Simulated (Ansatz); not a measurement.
In:
```
In
1.0
   -1.63300     1.63300     2.57446
    1.63300    -1.63300     2.57446
    1.63300     1.63300    -2.57446
In
1
Direct
  0.00000   0.00000   0.00000
```

Relaxed with PBE. Special points in fractions of this cell's reciprocal vectors: Γ (0.000, 0.000, 0.000); X (0.000, 0.000, 0.500); P (0.250, 0.250, 0.250); N (0.000, 0.500, 0.000); M (0.500, 0.500, -0.500); S (0.351, 0.649, -0.351); S0 (-0.351, 0.351, 0.351); R (-0.201, 0.201, 0.500); G (0.500, 0.500, -0.201).

Task: List the band energies nearest the Fermi level at these points for the program Ansatz at the PBE level (PAW).

Result: In eV from the Fermi level; about four levels below and three above (degenerate sets whole), none deeper than 8.9 eV; … stands for higher levels left out; points with the same levels are listed once.

| k | below | above |
|---|---|---|
| Γ | – | 10.11 10.11 10.28 |
| X | -1.69 -1.56 | 3.21 3.86 … |
| P | -1.23 | 0.02 0.02 1.89 |
| N | -4.27 -3.16 | 6.81 9.15 … |
| M | -3.36 -2.68 | 4.94 4.94 … |
| S | -2.76 -1.11 -0.65 | 6.45 … |
| R | -1.80 -0.23 | 0.32 1.32 … |

Space group I4/mmm (body-centred tetragonal). The cell keeps a stress of up to 0.2 GPa. The PBE relaxation kept the symmetry of its start. Scalar-relativistic: spin–orbit coupling is off unless named, which matters more the heavier the elements.

Potentials: the later of the program's two PAW sets.
